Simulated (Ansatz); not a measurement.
AgW (rock salt, Fm-3m) under volume change, PBEsol (plane waves, PAW; program Ansatz), scaled uniformly.

| V (Å³/atom) | E − E(relaxed) (meV/atom) | P (GPa) |
|---|---|---|
| 16.615 | 96.2 | 20.55 |
| 17.163 | 40.2 | 12.47 |
| 17.711 | 9.4 | 5.69 |
| 18.258 | 0.0 | 0.00 |
| 18.806 | 8.4 | -4.77 |
| 19.354 | 31.8 | -8.77 |
| 19.902 | 67.6 | -12.11 |

**Question.** What does a third-order Birch–Murnaghan fit give for V₀, B₀ and B′?

**Answer.** V₀ = 18.26 Å³/atom, B₀ = 173 GPa, B′ = 4.9.

The start of the workflow was typed in or built on a structure type; neither database checked (COD, Materials Project) lists it. Whether it is the stable phase at ambient conditions was not checked. The PBEsol relaxation kept the symmetry of its start. At this level the phase is mechanically unstable. The run is not spin-polarised. Its formation energy is positive at this level, so the cell may be metastable or incomplete. Scalar-relativistic: spin–orbit coupling is off unless named, which matters more the heavier the elements.

Potentials: the later of the program's two PAW sets.
